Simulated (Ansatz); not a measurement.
Relaxation of a relaxed CoSi2 cell, doubled along one cell vector, shaken by Gaussian noise of σ = 0.08 Å a coordinate; 12 atoms in the cell, which starts as P1 (No. 1), aP12; a = 4.404 Å, b = 4.492 Å, c = 10.669 Å, α = β = 90.00°, γ = 119.36°. The numbers are results of PBE (plane waves to 420 eV, PAW, scalar-relativistic; Ansatz, a program for electronic structure), not measurements. Γ-centred k-mesh 6×6×3 on the run's cell (coarser than for final values), Fermi–Dirac smearing 0.05 eV. This is the first round of the run. 

The optimiser's lines from the output (shortened; P is positive under compression):

```
relax step   1: F+E_penalty+E_count = -25584.93961887 eV  Δ(F+E_penalty+E_count) = +0.000e0 eV  max|allowed force component| = 4.005e0 eV/Å  Δτ_max = 0.0000 Å  P = +3.896 GPa  Ω = 183.944 Å³  (11 SCF iters, dr2 threshold 1.00e-7 eV, accepted)
relax step   2: F+E_penalty+E_count = -25585.92688976 eV  Δ(F+E_penalty+E_count) = -9.873e-1 eV  max|allowed force component| = 2.073e0 eV/Å  Δτ_max = 0.1149 Å  P = +0.912 GPa  Ω = 183.628 Å³  (8 SCF iters, dr2 threshold 1.20e-6 eV, accepted)
relax step   3: F+E_penalty+E_count = -25586.75481430 eV  Δ(F+E_penalty+E_count) = -8.279e-1 eV  max|allowed force component| = 6.673e-1 eV/Å  Δτ_max = 0.1925 Å  P = -0.576 GPa  Ω = 181.654 Å³  (8 SCF iters, dr2 threshold 1.20e-6 eV, accepted)
relax step   4: F+E_penalty+E_count = -25587.53330972 eV  Δ(F+E_penalty+E_count) = -7.785e-1 eV  max|allowed force component| = 1.772e0 eV/Å  Δτ_max = 0.1954 Å  P = -1.470 GPa  Ω = 179.356 Å³  (8 SCF iters, dr2 threshold 1.20e-6 eV, accepted)
relax step   5: F+E_penalty+E_count = -25588.55216395 eV  Δ(F+E_penalty+E_count) = -1.019e0 eV  max|allowed force component| = 2.060e0 eV/Å  Δτ_max = 0.1949 Å  P = -2.246 GPa  Ω = 176.288 Å³  (8 SCF iters, dr2 threshold 1.20e-6 eV, accepted)
relax step   6: F+E_penalty+E_count = -25589.72671863 eV  Δ(F+E_penalty+E_count) = -1.175e0 eV  max|allowed force component| = 1.605e0 eV/Å  Δτ_max = 0.2000 Å  P = -1.872 GPa  Ω = 170.944 Å³  (8 SCF iters, dr2 threshold 1.20e-6 eV, accepted)
relax step   7: F+E_penalty+E_count = -25590.53621887 eV  Δ(F+E_penalty+E_count) = -8.095e-1 eV  max|allowed force component| = 1.039e0 eV/Å  Δτ_max = 0.1949 Å  P = -0.340 GPa  Ω = 166.151 Å³  (8 SCF iters, dr2 threshold 1.20e-6 eV, accepted)
relax step   8: F+E_penalty+E_count = -25591.40913630 eV  Δ(F+E_penalty+E_count) = -8.729e-1 eV  max|allowed force component| = 8.741e-1 eV/Å  Δτ_max = 0.2000 Å  P = +0.399 GPa  Ω = 161.720 Å³  (9 SCF iters, dr2 threshold 1.20e-6 eV, accepted)
relax step   9: F+E_penalty+E_count = -25591.87840737 eV  Δ(F+E_penalty+E_count) = -4.693e-1 eV  max|allowed force component| = 3.932e-1 eV/Å  Δτ_max = 0.1953 Å  P = +1.732 GPa  Ω = 158.458 Å³  (9 SCF iters, dr2 threshold 1.20e-6 eV, accepted)
relax step  10: F+E_penalty+E_count = -25592.03131488 eV  Δ(F+E_penalty+E_count) = -1.529e-1 eV  max|allowed force component| = 1.449e-1 eV/Å  Δτ_max = 0.2000 Å  P = -0.028 GPa  Ω = 159.853 Å³  (8 SCF iters, dr2 threshold 1.20e-6 eV, accepted)
relax step  11: F+E_penalty+E_count = -25592.06937072 eV  Δ(F+E_penalty+E_count) = -3.806e-2 eV  max|allowed force component| = 1.660e-1 eV/Å  Δτ_max = 0.2000 Å  P = +0.159 GPa  Ω = 159.627 Å³  (7 SCF iters, dr2 threshold 1.20e-6 eV, accepted)
relax step  12: F+E_penalty+E_count = -25592.13999998 eV  Δ(F+E_penalty+E_count) = -7.063e-2 eV  max|allowed force component| = 1.888e-1 eV/Å  Δτ_max = 0.2000 Å  P = +0.043 GPa  Ω = 159.686 Å³  (8 SCF iters, dr2 threshold 1.20e-6 eV, accepted)
relax step  13: F+E_penalty+E_count = -25592.17802131 eV  Δ(F+E_penalty+E_count) = -3.802e-2 eV  max|allowed force component| = 2.858e-1 eV/Å  Δτ_max = 0.1260 Å  P = +0.393 GPa  Ω = 159.468 Å³  (7 SCF iters, dr2 threshold 1.20e-6 eV, accepted)
relax step  14: F+E_penalty+E_count = -25592.27532977 eV  Δ(F+E_penalty+E_count) = -9.731e-2 eV  max|allowed force component| = 3.007e-1 eV/Å  Δτ_max = 0.1966 Å  P = +0.188 GPa  Ω = 159.805 Å³  (8 SCF iters, dr2 threshold 1.20e-6 eV, accepted)
relax step  15: F+E_penalty+E_count = -25592.34300234 eV  Δ(F+E_penalty+E_count) = -6.767e-2 eV  max|allowed force component| = 1.849e-1 eV/Å  Δτ_max = 0.2000 Å  P = -0.154 GPa  Ω = 160.841 Å³  (8 SCF iters, dr2 threshold 1.20e-6 eV, accepted)
relax step  16: F+E_penalty+E_count = -25592.44414744 eV  Δ(F+E_penalty+E_count) = -1.011e-1 eV  max|allowed force component| = 1.779e-1 eV/Å  Δτ_max = 0.2000 Å  P = +0.015 GPa  Ω = 161.420 Å³  (8 SCF iters, dr2 threshold 1.20e-6 eV, accepted)
relax step  17: F+E_penalty+E_count = -25592.49022709 eV  Δ(F+E_penalty+E_count) = -4.608e-2 eV  max|allowed force component| = 7.777e-1 eV/Å  Δτ_max = 0.1980 Å  P = +0.724 GPa  Ω = 162.075 Å³  (8 SCF iters, dr2 threshold 1.20e-6 eV, accepted)
relax step  18: F+E_penalty+E_count = -25593.04672040 eV  Δ(F+E_penalty+E_count) = -5.565e-1 eV  max|allowed force component| = 9.722e-1 eV/Å  Δτ_max = 0.1930 Å  P = -1.348 GPa  Ω = 163.178 Å³  (8 SCF iters, dr2 threshold 1.20e-6 eV, accepted)
relax step  19: F+E_penalty+E_count = -25593.78698788 eV  Δ(F+E_penalty+E_count) = -7.403e-1 eV  max|allowed force component| = 1.078e0 eV/Å  Δτ_max = 0.1980 Å  P = -3.732 GPa  Ω = 162.302 Å³  (8 SCF iters, dr2 threshold 1.20e-6 eV, accepted)
relax step  20: F+E_penalty+E_count = -25594.28010822 eV  Δ(F+E_penalty+E_count) = -4.931e-1 eV  max|allowed force component| = 8.274e-1 eV/Å  Δτ_max = 0.1922 Å  P = -3.052 GPa  Ω = 159.440 Å³  (8 SCF iters, dr2 threshold 1.20e-6 eV, accepted)
relax step  21: F+E_penalty+E_count = -25594.88301244 eV  Δ(F+E_penalty+E_count) = -6.029e-1 eV  max|allowed force component| = 7.281e-1 eV/Å  Δτ_max = 0.2000 Å  P = -2.093 GPa  Ω = 155.191 Å³  (8 SCF iters, dr2 threshold 1.20e-6 eV, accepted)
relax step  22: F+E_penalty+E_count = -25595.05856465 eV  Δ(F+E_penalty+E_count) = -1.756e-1 eV  max|allowed force component| = 6.915e-1 eV/Å  Δτ_max = 0.1955 Å  P = +3.118 GPa  Ω = 149.915 Å³  (8 SCF iters, dr2 threshold 1.20e-6 eV, accepted)
relax step  23: F+E_penalty+E_count = -25594.86364034 eV  Δ(F+E_penalty+E_count) = +1.949e-1 eV  max|allowed force component| = 1.065e0 eV/Å  Δτ_max = 0.2000 Å  P = +1.003 GPa  Ω = 153.260 Å³  (8 SCF iters, dr2 threshold 1.20e-6 eV, rejected (line search))
relax step  24: F+E_penalty+E_count = -25595.25377713 eV  Δ(F+E_penalty+E_count) = -1.952e-1 eV  max|allowed force component| = 1.398e-1 eV/Å  Δτ_max = 0.0977 Å  P = +0.177 GPa  Ω = 152.367 Å³  (13 SCF iters, accepted)
relax step  25: F+E_penalty+E_count = -25595.26025705 eV  Δ(F+E_penalty+E_count) = -6.480e-3 eV  max|allowed force component| = 5.243e-3 eV/Å  Δτ_max = 0.0248 Å  P = +0.018 GPa  Ω = 152.464 Å³  (6 SCF iters, dr2 threshold 1.20e-6 eV, accepted)
relax step  26: F+E_penalty+E_count = -25595.26027329 eV  Δ(F+E_penalty+E_count) = -1.624e-5 eV  max|allowed force component| = 7.199e-4 eV/Å  Δτ_max = 0.0014 Å  P = -0.004 GPa  Ω = 152.486 Å³  (6 SCF iters, dr2 threshold 9.27e-9 eV, accepted)
relax step  27: F+E_penalty+E_count = -25595.29439938 eV  Δ(F+E_penalty+E_count) = -3.413e-2 eV  max|allowed force component| = 1.169e-3 eV/Å  Δτ_max = 0.0000 Å  P = +0.427 GPa  Ω = 152.486 Å³  stress off target by 1.20e0 GPa  SCF on the basis re-selected at this cell (its energy is not comparable with the rows above)  (9 SCF iters)
relax step  28: F+E_penalty+E_count = -25595.29690426 eV  Δ(F+E_penalty+E_count) = -2.505e-3 eV  max|allowed force component| = 6.269e-3 eV/Å  Δτ_max = 0.0021 Å  P = +0.065 GPa  Ω = 152.697 Å³  (6 SCF iters, dr2 threshold 1.20e-6 eV, accepted)
relax step  29: F+E_penalty+E_count = -25595.29691473 eV  Δ(F+E_penalty+E_count) = -1.047e-5 eV  max|allowed force component| = 3.476e-4 eV/Å  Δτ_max = 0.0005 Å  P = -0.004 GPa  Ω = 152.747 Å³  (6 SCF iters, dr2 threshold 1.96e-8 eV, accepted)
relax step  30: F+E_penalty+E_count = -25595.29700096 eV  Δ(F+E_penalty+E_count) = -8.623e-5 eV  max|allowed force component| = 3.494e-4 eV/Å  Δτ_max = 0.0000 Å  P = -0.004 GPa  Ω = 152.747 Å³  stress off target by 6.19e-3 GPa  SCF on the basis re-selected at this cell (its energy is not comparable with the rows above)  (10 SCF iters)
```

From the first to the last row the energy changes by -0.86 eV/atom and the volume by -17.0 %. The last row is marked as not comparable with the walk above it, whose basis was carried along; it does compare with step 1, since both stand on a basis selected at the nominal cutoff for their own cell.

Step 23 was rejected by the optimiser.

Later rounds, restarted from the end of this one on a renewed k-mesh, logged 4 more steps and released under 0.01 eV/atom more. The final structure after all rounds: Cmcm (No. 63), oS12; a = 5.2963 Å, b = 7.5995 Å, c = 3.7952 Å, α = β = γ = 90.00°. Between re-selections the logged energies stand on a plane-wave basis carried along with the cell. No spin polarisation in the result. A magnetic state may lie lower.

The relaxed structure here is a generated cell of CoSi2: the first start was made by a random draw of sites in a space group, and the end was not matched to a known phase here, so it may be hypothetical. Known forms of CoSi2 include space group No. 225.
